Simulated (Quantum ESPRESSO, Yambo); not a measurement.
A free-standing BN bilayer (symmetry P-3m1, slab cell 16.9 Å high): one geometry, one set of norm-conserving PBE (Quantum ESPRESSO, 84 Ry, without SOC) orbitals, self-energies from Yambo (12×12×1 Γ-centred k mesh, 60 bands and a 6 Ry block in the screening, 60 bands in G with the Bruneval-Gonze terminator, plasmon pole fitted at 27.2 eV, slab-truncated Coulomb interaction, stochastic integration of W near q = 0).

| level | gap K → M (eV) | direct gap at K (eV) |
|---|---|---|
| PBE (Quantum ESPRESSO) | 4.54 | 4.75 |
| exchange only (Hartree-Fock self-energy on PBE orbitals) | ? | ? |
| G0W0@PBE, plasmon pole | 6.61 | 6.95 |

Task: What belongs in the gaps?

Result: 
- exchange only (Hartree-Fock self-energy on PBE orbitals), gap K → M (eV): 12.82
- exchange only (Hartree-Fock self-energy on PBE orbitals), direct gap at K (eV): 13.39

Bare exchange has no screening and gives the widest gap. Among the k points computed, the smallest G0W0 gap is 6.46 eV, K → Γ. All rows use the PBE edge points; in the exchange only run other k points give a smaller gap, 11.49 eV.

Convergence of the G0W0 settings was not tested.

Geometry relaxed with PBE+D3(BJ); primitive cell a = b = 2.5067 Å, c = 16.9000 Å, α = β = 90.00°, γ = 120.00°.
